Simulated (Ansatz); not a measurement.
RuS2:
```
CELL_PARAMETERS angstrom
      5.64934     0.00000     0.00000
      0.00000     5.64934     0.00000
      0.00000     0.00000     5.64934
ATOMIC_POSITIONS crystal
  Ru 0.00000 0.50000 0.50000
  Ru 0.50000 0.50000 0.00000
  Ru 0.50000 0.00000 0.50000
  Ru 0.00000 0.00000 0.00000
  S  0.38668 0.11332 0.88668
  S  0.61332 0.88668 0.11332
  S  0.11332 0.88668 0.38668
  S  0.88668 0.11332 0.61332
  S  0.88668 0.38668 0.11332
  S  0.11332 0.61332 0.88668
  S  0.61332 0.61332 0.61332
  S  0.38668 0.38668 0.38668
```

Relaxed with PBE. Special points in fractions of this cell's reciprocal vectors: Γ (0.000, 0.000, 0.000); X (0.000, 0.500, 0.000); M (0.500, 0.500, 0.000); R (0.500, 0.500, 0.500); X1 (0.500, 0.000, 0.000).

### Question
List the band energies nearest the valence-band maximum at these points for PBE in the plane-wave PAW code Ansatz.

### Answer
In eV from the valence-band maximum; about four levels below and three above (degenerate sets whole), none deeper than 8.9 eV; points with the same levels are listed once.

```tsv
k	below	above
Γ	-0.55 -0.55 -0.55 -0.24	0.57 2.45 2.45 2.45
X	-0.29 -0.29 -0.03 -0.03	1.96 1.96 2.14 2.14
M	-0.14 -0.14 -0.14 -0.14	2.33 2.33 2.33 2.33
R	-0.69 -0.69 -0.69 -0.69	2.14 2.14 2.14 2.14
```

Space group Pa-3. The PBE relaxation kept the symmetry of its start. The run is not spin-polarised. Spin–orbit coupling is left out wherever it is not named.

Potentials: the earlier of the program's two PAW sets.
